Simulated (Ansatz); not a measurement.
Ansatz (an electronic-structure program) input:

Ansatz 0.2 input:
```yaml
crystal:
  lattice:
    - [2.905608916, 0.0, 0.0]
    - [-1.452804458, 2.5163311347, 0.0]
    - [0.0, 0.0, 5.8143019285]
  atoms:
    - { symbol: Nb, position: [0.0, 0.0, 0.5] }
    - { symbol: Nb, position: [0.0, 0.0, 0.0] }
    - { symbol: N, position: [0.6666666667, 0.3333333333, 0.25] }
    - { symbol: N, position: [0.3333333333, 0.6666666667, 0.75] }
kpoints:
  mp_grid: { grid: [28, 28, 13] }
hamiltonian:
  xc: pbesol
  pseudopotentials: { kind: paw }
scf:
  occupations: { method: fermi_dirac, width: 0.1 }
elastic: { mode: relaxed_ion, stencil: two_point, amplitude: 0.005, f_tol: 0.0005 }
```

Output (shortened):

```
Pseudopotential: Nb, paw, valence charge 13
Pseudopotential: N, paw, valence charge 5
Functional definition: PBEsol
Crystal: 4 atoms, lattice volume = 42.511 Å³
Basis set: ecut = 420 eV, 799 PW (Γ), exchange–correlation on 40×40×80 points (8 copies of the dense FFT grid, shifted against one another)
Bands: 22, of which v1, the nominal top of the filled ones, is band 18 counted from 1 (17 counted from 0)
Symmetry: 24 space group operations
Space group: P63/mmc (ITA 194), of the structure as read, at distance tolerance 3.5e-5 Å
k-points: 560 of 10192
SCF 1 converged in 10 iterations: F = -9752.585217 eV  dr2 = 2.92e-14
Crystal: 4 atoms, lattice volume = 42.299 Å³
Symmetry: 8 space group operations
k-points: 1477 of 10192
SCF 2 converged in 10 iterations: F = -9752.583178 eV  dr2 = 2.84e-14
relax step   1: F+E_penalty+E_count = -9752.58317783 eV  Δ(F+E_penalty+E_count) = +0.000e0 eV  max|allowed force component| = 3.476e-2 eV/Å  Δτ_max = 0.0000 Å  (10 SCF iters, accepted)
Crystal: 4 atoms, lattice volume = 42.299 Å³
SCF 3 converged in 8 iterations: F = -9752.583268 eV  dr2 = 2.42e-14
relax step   2: F+E_penalty+E_count = -9752.58326785 eV  Δ(F+E_penalty+E_count) = -9.002e-5 eV  max|allowed force component| = 1.026e-2 eV/Å  Δτ_max = 0.0020 Å  (8 SCF iters, accepted)
Crystal: 4 atoms, lattice volume = 42.299 Å³
SCF 4 converged in 7 iterations: F = -9752.583276 eV  dr2 = 7.75e-14
relax step   3: F+E_penalty+E_count = -9752.58327640 eV  Δ(F+E_penalty+E_count) = -8.555e-6 eV  max|allowed force component| = 3.987e-5 eV/Å  Δτ_max = 0.0008 Å  (7 SCF iters, accepted)
Crystal: 4 atoms, lattice volume = 42.299 Å³
SCF 5 converged in 7 iterations: F = -9752.583276 eV  dr2 = 3.85e-14
Crystal: 4 atoms, lattice volume = 42.724 Å³
Basis set: ecut = 420 eV, 831 PW (Γ), exchange–correlation on 40×40×80 points (8 copies of the dense FFT grid, shifted against one another)
SCF 6 converged in 10 iterations: F = -9752.583726 eV  dr2 = 2.80e-14
relax step   1: F+E_penalty+E_count = -9752.58372643 eV  Δ(F+E_penalty+E_count) = +0.000e0 eV  max|allowed force component| = 3.345e-2 eV/Å  Δτ_max = 0.0000 Å  (10 SCF iters, accepted)
Crystal: 4 atoms, lattice volume = 42.724 Å³
SCF 7 converged in 8 iterations: F = -9752.583819 eV  dr2 = 2.24e-14
relax step   2: F+E_penalty+E_count = -9752.58381906 eV  Δ(F+E_penalty+E_count) = -9.263e-5 eV  max|allowed force component| = 6.620e-4 eV/Å  Δτ_max = 0.0027 Å  (8 SCF iters, accepted)
Crystal: 4 atoms, lattice volume = 42.724 Å³
SCF 8 converged in 6 iterations: F = -9752.583819 eV  dr2 = 2.70e-14
relax step   3: F+E_penalty+E_count = -9752.58381910 eV  Δ(F+E_penalty+E_count) = -3.646e-8 eV  max|allowed force component| = 2.536e-6 eV/Å  Δτ_max = 0.0001 Å  (6 SCF iters, accepted)
Crystal: 4 atoms, lattice volume = 42.724 Å³
SCF 9 converged in 8 iterations: F = -9752.583819 eV  dr2 = 6.25e-14
Crystal: 4 atoms, lattice volume = 42.299 Å³
SCF 10 converged in 9 iterations: F = -9752.582876 eV  dr2 = 6.72e-14
Crystal: 4 atoms, lattice volume = 42.724 Å³
Basis set: ecut = 420 eV, 835 PW (Γ), exchange–correlation on 40×40×80 points (8 copies of the dense FFT grid, shifted against one another)
SCF 11 converged in 7 iterations: F = -9752.582196 eV  dr2 = 8.34e-15
Crystal: 4 atoms, lattice volume = 42.511 Å³
Basis set: ecut = 420 eV, 817 PW (Γ), exchange–correlation on 40×40×80 points (8 copies of the dense FFT grid, shifted against one another)
Symmetry: 4 space group operations
k-points: 2647 of 10192
SCF 12 converged in 10 iterations: F = -9752.584303 eV  dr2 = 1.03e-14
relax step   1: F+E_penalty+E_count = -9752.58430288 eV  Δ(F+E_penalty+E_count) = +0.000e0 eV  max|allowed force component| = 6.258e-4 eV/Å  Δτ_max = 0.0000 Å  (10 SCF iters, accepted)
Crystal: 4 atoms, lattice volume = 42.511 Å³
SCF 13 converged in 6 iterations: F = -9752.584303 eV  dr2 = 1.91e-14
relax step   2: F+E_penalty+E_count = -9752.58430291 eV  Δ(F+E_penalty+E_count) = -2.942e-8 eV  max|allowed force component| = 1.837e-4 eV/Å  Δτ_max = 0.0000 Å  (6 SCF iters, accepted)
Crystal: 4 atoms, lattice volume = 42.511 Å³
SCF 14 converged in 9 iterations: F = -9752.584303 eV  dr2 = 5.73e-14
Crystal: 4 atoms, lattice volume = 42.511 Å³
SCF 15 converged in 10 iterations: F = -9752.584303 eV  dr2 = 1.03e-14
relax step   1: F+E_penalty+E_count = -9752.58430288 eV  Δ(F+E_penalty+E_count) = +0.000e0 eV  max|allowed force component| = 6.258e-4 eV/Å  Δτ_max = 0.0000 Å  (10 SCF iters, accepted)
Crystal: 4 atoms, lattice volume = 42.511 Å³
SCF 16 converged in 6 iterations: F = -9752.584303 eV  dr2 = 1.91e-14
relax step   2: F+E_penalty+E_count = -9752.58430291 eV  Δ(F+E_penalty+E_count) = -2.942e-8 eV  max|allowed force component| = 1.837e-4 eV/Å  Δτ_max = 0.0000 Å  (6 SCF iters, accepted)
Crystal: 4 atoms, lattice volume = 42.511 Å³
SCF 17 converged in 9 iterations: F = -9752.584303 eV  dr2 = 5.72e-14
SCF converged after 10 iterations
Free energy (F): -9752.585217 eV
Harris-Foulkes:  -9752.585217 eV  (|F-HF|=3.64e-12)
Internal energy: -9752.545348 eV  (E = F + TS)
E sigma→0 (E₀):  -9752.565282 eV
Entropy (-TS):   -0.039870 eV (-9.967 meV/atom)
Fermi energy:    19.342925 eV
--- Per-component energies (eV) ---
  E_band       = -27.565352
  E_kinetic    = 1056.299361
  E_local      = -1466.815295  (includes V_loc(G=0)·N_el)
  E_nonlocal   = 330.860633
  E_hartree    = 443.887611
  E_xc         = -471.380399
  E_vxc        = -581.612152  (∫ρ·V_xc dr)
  E_paw        = -6279.145154  (= ΣΔE_a)
  E_vpaw       = -254.073312  (= ΣTr[D̂ρ^β])
  E_aug_tail   = 0.000191  (compensation charges beyond the density's cutoff)
  E_ewald      = -3366.685910
  E_core_change = 0.433616  (= ΣΔE_core)
  E_smearing   = -0.039870  (= −TS)
  E_closure    =  0.000000  (closes the sum)
  Σ components = -9752.585217   (vs F -9752.585217, Δ=0.00e0)
--- Forces (eV/Å), atoms counted from 1 ---
  atom   1  Nb     0.00000000     0.00000000     0.00000000
  atom   2  Nb     0.00000000     0.00000000     0.00000000
  atom   3  N      0.00000000     0.00000000     0.00000000
  atom   4  N      0.00000000     0.00000000     0.00000000
  max |Σ_I F_I| component: 0.0 eV/Å
--- Stress (GPa, compression-positive) ---
        0.189860       0.000000       0.000000
        0.000000       0.189860       0.000000
        0.000000       0.000000      -0.271899
  P = ⅓ Tr σ = 0.0359 GPa (0.359 kbar)
--- Band table (eV; the first three rows and the last of 560) ---
  k-point 0: bands = ["-35.9800", "-35.8770", "-12.7874", "-11.7139", "-11.4848", "-11.4848", "-11.3958", "-11.3958", "2.8057", "4.9830", "11.5268", "14.6933", "14.6933", "15.4221", "16.3723", "17.7007", "17.7007", "18.9657", "18.9657", "19.6690", "19.6690", "21.8401"]
  k-point 1: bands = ["-35.9785", "-35.8785", "-12.7731", "-11.7310", "-11.4835", "-11.4835", "-11.3971", "-11.3971", "2.8341", "4.9447", "11.5782", "14.7172", "14.7172", "15.3008", "16.4904", "17.5524", "17.5524", "19.1111", "19.1111", "19.6862", "19.6862", "21.7189"]
  k-point 2: bands = ["-35.9742", "-35.8830", "-12.7307", "-11.7809", "-11.4798", "-11.4798", "-11.4009", "-11.4009", "2.9181", "4.8342", "11.7281", "14.7888", "14.7888", "15.0218", "16.7647", "17.2303", "17.2303", "19.4193", "19.4193", "19.7367", "19.7367", "21.3835"]
  k-point 559: bands = ["-35.7200", "-35.7089", "-12.4075", "-12.3863", "-12.3084", "-12.2883", "-11.9806", "-11.8769", "4.6753", "4.6944", "12.5072", "12.5198", "14.0582", "14.1122", "14.4095", "14.7670", "19.0124", "19.0288", "21.7308", "21.8850", "22.1825", "22.3572"]
--- Elastic constants: 3 strain directions × 2 members + reference (group order 24) ---
  dense FFT box of the reference and of every strained cell: 20×20×40
  strains applied: 11, 33, 23; error gains …
  C = ∂σ_k/∂η_j (tension-positive GPa; Voigt order 11 22 33 23 13 12):
       504.090    259.559    166.684      0.000      0.000      0.000
       259.559    504.090    166.684      0.000      0.000      0.000
       166.119    166.119    805.730      0.000      0.000      0.000
         0.000      0.000      0.000    274.597      0.000      0.000
         0.000      0.000      0.000      0.000    274.597      0.000
         0.000      0.000      0.000      0.000      0.000    122.266
  reference stress σ⁰ (GPa):     -0.190     -0.190      0.272      0.000      0.000      0.000
  moduli (Voigt/Reuss/Hill, GPa): K = 333.18/327.53/330.36   G = 215.73/183.75/199.74   E = 498.70   ν = 0.248
  mechanically stable: yes (min eigenvalue of sym C = 122.27 GPa)
  harmonic check of the ions' relaxations: strain 23: 1 pair too noisy to judge …
  the stresses are not corrected for the forces that the relaxations left standing (`elastic.f_tol`)
  strain η (Voigt 11):  stress-route row diagonal C_11 = 504.09 GPa, energy-path curvature d²(F+E_count+ΔE)/dδ²/Ω₀ = 503.93 GPa
         δ    σ_11 (GPa)             F (eV)   n_scf  n_hpsi   n_pw
    -5.000e-3      -2.7533       -9752.5832764       7  503158    851   relax 3 steps, max|allowed force component| 3.99e-5 eV/Å
     5.000e-3       2.2876       -9752.5838191       8  541257    857   relax 3 steps, max|allowed force component| 2.54e-6 eV/Å
  strain η (Voigt 33):  stress-route row diagonal C_33 = 805.73 GPa, energy-path curvature d²(F+E_count+ΔE)/dδ²/Ω₀ = 805.76 GPa
         δ    σ_33 (GPa)             F (eV)   n_scf  n_hpsi   n_pw
    -5.000e-3      -3.8019       -9752.5828763       9  245516    849   relax 0 steps, max|allowed force component| 2.13e-16 eV/Å
     5.000e-3       4.2554       -9752.5821964       7  222984    855   relax 0 steps, max|allowed force component| 2.22e-16 eV/Å
  strain η (Voigt 23):  stress-route row diagonal C_44 = 274.60 GPa, energy-path curvature d²(F+E_count+ΔE)/dδ²/Ω₀ = 274.61 GPa
         δ    σ_23 (GPa)             F (eV)   n_scf  n_hpsi   n_pw
    -5.000e-3      -1.3730       -9752.5843029       9  1003809    855   relax 2 steps, max|allowed force component| 1.84e-4 eV/Å
     5.000e-3       1.3730       -9752.5843029       9  1003471    855   relax 2 steps, max|allowed force component| 1.84e-4 eV/Å
```

Cost: about 21 core-minutes (a rough figure) on shared cores.

Space group P6_3/mmc (NiAs type). The workflow started from a Materials Project entry (that database holds measured and hypothetical structures alike); the Crystallography Open Database files this formula in space group No. 194, but the cells were not matched. It is not the phase usual at ambient conditions (space group No. 225). The PBEsol relaxation kept the symmetry of its start; its stability against distortions is not shown here. No spin polarisation was allowed. As this level gives no gap, shear constants depend on the k-mesh and smearing (Fermi–Dirac, 0.1 eV here). Spin–orbit coupling is left out wherever it is not named.

Potentials: the later of the program's two PAW sets.

Ansatz is a plane-wave DFT program.
